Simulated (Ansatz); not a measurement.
Q: Zn (hcp (Mg type), P6_3/mmc) is relaxed with DFT-r²SCAN in the program Ansatz with PAW potentials. What lattice parameters of the conventional cell result?

A: a = 2.596 Å, c = 4.978 Å.

Its a lies over 2 % below tabulated measurements.

The r²SCAN relaxation kept the symmetry of its start. Axis ratios of metals converge slowly with the k-mesh, so a and c are less sure than the volume.

Potentials: the earlier of the program's two PAW sets.
